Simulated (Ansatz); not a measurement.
## Squeezing Ba (bcc type)

```
Ba
1.0
    -2.43871    2.43871    2.43871
     2.43871   -2.43871    2.43871
     2.43871    2.43871   -2.43871
Ba
1
Direct
  0.00000 0.00000 0.00000
```

The base cell comes from a relaxation on PAW files under the same functional.

Its volume is scaled at fixed shape and fractional positions.

Level of theory: DFT with PBEsol, scalar-relativistic, in Ansatz 0.2.0; a Γ-centred 11×11×11 k mesh, Fermi–Dirac smearing of 0.08 eV, no spin polarisation. LAPW: all electrons, basis error target 1 meV/atom; PAW: frozen-core files, cutoff 420 eV; crystal datasets: all electrons, by PAW datasets that the program makes for each cell; norm-conserving: pseudopotentials, cutoff 770 eV.

Energies are extrapolated to zero smearing and count from the unscaled cell; pressure is positive in compression; gaps take the mesh and a band path. No temperature or zero-point motion is included.

Spin–orbit coupling is left out, which matters for the heavy atoms. The PAW files were made under PBE. The structure type is held throughout; the real material can change phase at far lower pressure.

```
V/V0  V (Å³/atom)  P LAPW (GPa)  ΔE LAPW (eV/atom)  P PAW − LAPW (GPa)  ΔE PAW − LAPW (meV/atom)
1.00        58.02          0.03              0.000                0.00                       0.0
0.90        52.21          1.14              0.020                0.00                       0.0
0.80        46.41          2.79              0.089                0.00                       0.0
0.70        40.61          5.12              0.230                0.00                      -0.1
0.60        34.81             ?              0.473                0.00                      -0.1
0.50        29.01         15.84              0.908               -0.01                      -0.3
0.40        23.21          31.8              1.712               -0.01                      -0.8
```

Task: Fill in "P LAPW (GPa)" for the row "0.60".

Result: 8.76.

Task: At the smallest volume, how far do crystal datasets and norm-conserving lie from LAPW in pressure?

Result: crystal datasets: -0.01 GPa; norm-conserving: -0.09 GPa, on a LAPW pressure of 31.8 GPa.
